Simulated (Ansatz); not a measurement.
Relaxed (001) slab cut from Bi4Se3 (space group R-3m (No. 166)); the slab's formula is Bi5Se3, its outer planes Bi (top) and Bi (bottom):

```xyz
16
Lattice="4.2616 0.0000 0.0000 -2.1308 3.6907 0.0000 0.0000 0.0000 43.0908" Properties=species:S:1:pos:R:3 pbc="T T T"
Bi    0.0000    0.0000    7.5313
Bi    2.1308    1.2302    9.2716
Se    0.0000    2.4604   11.6244
Bi    0.0000    0.0000   13.1426
Se    2.1308    1.2302   14.9613
Bi    0.0000    2.4604   16.7840
Se    0.0000    0.0000   18.3031
Bi    2.1308    1.2302   20.6723
Bi    0.0000    2.4604   22.4185
Se    0.0000    0.0000   24.7877
Bi    2.1308    1.2302   26.3069
Se    0.0000    2.4604   28.1295
Bi    0.0000    0.0000   29.9482
Se    2.1308    1.2302   31.4664
Bi    0.0000    2.4604   33.8192
Bi    0.0000    0.0000   35.5596
```

Computed with Ansatz, DFT PBEsol, scalar-relativistic, plane waves, PAW. Settings: cutoff 420 eV, Γ-centred mesh 9×9×1 on the computed 16-atom cell, Gaussian smearing of 0.10 eV; no spin polarisation. A dipole correction removes the field between periodic images along c.

The potential is the smooth part; its values at the atoms depend on the PAW datasets.

Q: How does the plane-averaged electrostatic potential energy of an electron run along c, counted from the Fermi level?

A: (z (Å), V (eV)): (2.59, 4.29), (2.87, 4.29), (3.16, 4.29), (3.73, 4.29), (4.02, 4.29), (4.31, 4.28), (4.60, 4.27), (4.88, 4.25), (5.46, 4.10), (5.75, 3.89), (6.03, 3.44), (6.32, 2.52), (6.89, -3.37), (7.18, -8.35), (7.47, -11.01), (7.76, -10.35), (8.04, -7.00), (8.62, -5.21), (8.91, -8.94), (9.19, -11.14), (9.48, -10.13), (9.77, -6.02), (10.34, 1.25), (10.63, 1.63), (10.92, 0.04), (11.20, -1.26), (11.49, -1.93), (12.07, -3.61), (12.35, -5.04), (12.64, -7.90), (12.93, -11.28), (13.50, -9.36), (13.79, -4.74), (14.08, -2.11), (14.36, -2.18), (14.65, -2.12), (15.23, -2.09), (15.51, -2.18), (15.80, -2.01), (16.09, -4.00), (16.37, -8.60), (16.95, -11.63), (17.24, -8.58), (17.52, -5.38), (17.81, -3.82), (18.10, -2.76), (18.67, -1.39), (18.96, -0.25), (19.25, 1.51), (19.53, 1.57), (20.11, -4.76), (20.40, -9.37), (20.68, -11.17), (20.97, -9.69), (21.26, -6.01), (21.83, -6.01), (22.12, -9.69), (22.41, -11.17), (22.69, -9.37), (22.98, -4.76), (23.56, 1.57), (23.84, 1.51), (24.13, -0.25), (24.42, -1.39), (24.99, -2.76), (25.28, -3.82), (25.57, -5.38), (25.85, -8.58), (26.14, -11.63), (26.72, -8.60), (27.00, -4.00), (27.29, -2.01), (27.58, -2.18), (27.87, -2.09), (28.44, -2.12), (28.73, -2.18), (29.01, -2.11), (29.30, -4.74), (29.59, -9.36), (30.16, -11.28), (30.45, -7.90), (30.74, -5.04), (31.03, -3.61), (31.60, -1.93), (31.89, -1.26), (32.17, 0.04), (32.46, 1.63), (32.75, 1.25), (33.32, -6.02), (33.61, -10.13), (33.90, -11.14), (34.19, -8.94), (34.47, -5.21), (35.05, -7.00), (35.33, -10.35), (35.62, -11.01), (35.91, -8.35), (36.20, -3.37), (36.77, 2.52), (37.06, 3.44), (37.35, 3.89), (37.63, 4.10), (38.21, 4.25), (38.49, 4.27), (38.78, 4.28), (39.07, 4.29), (39.36, 4.29), (39.93, 4.29), (40.22, 4.29), (40.51, 4.29)

The vacuum level lies 4.29 eV above the Fermi level.

Spin-orbit coupling is left out, which matters for the bands of heavy elements.

Cost: 1 run of about 8.3 core-minutes, on Intel Xeon Platinum 8175M (Skylake/Cascade Lake) (shared hosts).